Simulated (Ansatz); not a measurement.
# LaTl3, one cell by several methods

```yaml
crystal:
  lattice:
    - [4.79900, 0.00000, 0.00000]
    - [0.00000, 4.79900, 0.00000]
    - [0.00000, 0.00000, 4.75101]
  atoms:
    - { symbol: La, position: [0.00000, 0.00000, 0.00000] }
    - { symbol: Tl, position: [0.00000, 0.50000, 0.50000] }
    - { symbol: Tl, position: [0.50000, 0.00000, 0.50000] }
    - { symbol: Tl, position: [0.50000, 0.50000, 0.00000] }
```

Atoms are numbered in the order listed.

The cell is COD entry 1538104, as deposited and not checked against the literature; nothing was relaxed. The listed cell was then made from it by scaling, straining or moving an atom.

No spin–orbit coupling, which matters for the heavy atoms here.

All numbers are computed: DFT, PBEsol, PAW with Ansatz's default frozen-core files, scalar-relativistic (Ansatz 0.2.0); DFT, PBEsol, all-electron LAPW, scalar-relativistic (Ansatz 0.2.0).

For PAW: a Γ-centred 8×8×8 k mesh, Fermi–Dirac smearing of 0.05 eV, cutoff 420 eV, no spin polarisation; the PAW files were made with PBE, and the program remakes their frozen cores for this functional. LAPW targets a basis error of 1 meV/atom. The Ansatz runs share mesh, smearing and spin set-up. Plane-wave (PAW) pressures include the program's estimate of the Pulay term.

Stress and pressure are positive in compression.

PAW results:

| quantity | PAW |
| --- | --- |
| pressure (GPa) | 0.38 |
| stress xx (GPa) | 0.25 |
| stress zz (GPa) | 0.63 |

Q: What does all-electron LAPW give for the same quantities?

A: 
```tsv
quantity	LAPW
pressure (GPa)	0.40
stress xx (GPa)	0.27
stress zz (GPa)	0.66
```
